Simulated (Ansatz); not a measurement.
Relaxation of a relaxed Ir cell squeezed uniformly to 80 % of its volume; 1 atom in the cell, which starts as Fm-3m (No. 225), cF4; a = b = c = 3.593 Å, α = β = γ = 90.00°. Calculation: PBE (plane waves to 420 eV, PAW, scalar-relativistic; Ansatz, a first-principles code). Γ-centred k-mesh 15×15×15 on the run's cell (coarser than for final values), Fermi–Dirac smearing 0.05 eV. This is the first round of the run. 

The optimiser's lines from the output (shortened; P is positive under compression):

```
relax step   1: F+E_penalty+E_count = -11934.33794151 eV  Δ(F+E_penalty+E_count) = +0.000e0 eV  max|allowed force component| = 0.000e0 eV/Å  Δτ_max = 0.0000 Å  P = +135.266 GPa  Ω = 11.600 Å³  (6 SCF iters, dr2 threshold 1.00e-7 eV, accepted)
relax step   2: F+E_penalty+E_count = -11935.20872817 eV  Δ(F+E_penalty+E_count) = -8.708e-1 eV  max|allowed force component| = 0.000e0 eV/Å  Δτ_max = 0.0000 Å  P = +34.105 GPa  Ω = 13.380 Å³  (5 SCF iters, dr2 threshold 1.00e-7 eV, accepted)
relax step   3: F+E_penalty+E_count = -11935.30516542 eV  Δ(F+E_penalty+E_count) = -9.644e-2 eV  max|allowed force component| = 0.000e0 eV/Å  Δτ_max = 0.0000 Å  P = +9.724 GPa  Ω = 14.109 Å³  (4 SCF iters, dr2 threshold 1.00e-7 eV, accepted)
relax step   4: F+E_penalty+E_count = -11935.31543014 eV  Δ(F+E_penalty+E_count) = -1.026e-2 eV  max|allowed force component| = 0.000e0 eV/Å  Δτ_max = 0.0000 Å  P = +1.199 GPa  Ω = 14.422 Å³  (4 SCF iters, dr2 threshold 1.00e-7 eV, accepted)
relax step   5: F+E_penalty+E_count = -11935.31556982 eV  Δ(F+E_penalty+E_count) = -1.397e-4 eV  max|allowed force component| = 0.000e0 eV/Å  Δτ_max = 0.0000 Å  P = +0.005 GPa  Ω = 14.469 Å³  (3 SCF iters, dr2 threshold 1.00e-7 eV, accepted)
relax step   6: F+E_penalty+E_count = -11935.31902565 eV  Δ(F+E_penalty+E_count) = -3.456e-3 eV  max|allowed force component| = 0.000e0 eV/Å  Δτ_max = 0.0000 Å  P = +0.592 GPa  Ω = 14.469 Å³  stress off target by 5.92e-1 GPa  SCF on the basis re-selected at this cell (its energy is not comparable with the rows above)  (6 SCF iters)
relax step   7: F+E_penalty+E_count = -11935.31905903 eV  Δ(F+E_penalty+E_count) = -3.338e-5 eV  max|allowed force component| = 0.000e0 eV/Å  Δτ_max = 0.0000 Å  P = +0.029 GPa  Ω = 14.493 Å³  (2 SCF iters, dr2 threshold 1.00e-7 eV, accepted)
relax step   8: F+E_penalty+E_count = -11935.31905853 eV  Δ(F+E_penalty+E_count) = +5.016e-7 eV  max|allowed force component| = 0.000e0 eV/Å  Δτ_max = 0.0000 Å  P = +0.000 GPa  Ω = 14.494 Å³  (3 SCF iters, dr2 threshold 2.07e-9 eV, accepted)
relax step   9: F+E_penalty+E_count = -11935.31906645 eV  Δ(F+E_penalty+E_count) = -7.923e-6 eV  max|allowed force component| = 0.000e0 eV/Å  Δτ_max = 0.0000 Å  P = -0.001 GPa  Ω = 14.494 Å³  stress off target by 1.23e-3 GPa  SCF on the basis re-selected at this cell (its energy is not comparable with the rows above)  (4 SCF iters)
```

From the first to the last row the energy changes by -0.98 eV/atom and the volume by +25.0 %. The last row is marked as not comparable with the walk above it, whose basis was carried along; it does compare with step 1, since both stand on a basis selected at the nominal cutoff for their own cell.

Later rounds, restarted from the end of this one on a renewed k-mesh, logged 8 more steps and released under 0.01 eV/atom more. The final structure after all rounds: Fm-3m (No. 225), cF4, fcc (Cu type); a = 3.871 Å, b = 3.871 Å, c = 3.871 Å, α = 90.00°, β = 90.00°, γ = 90.00°. Between re-selections the logged energies stand on a plane-wave basis carried along with the cell. No spin polarisation in the result.

The run could not lose the symmetry of its start.
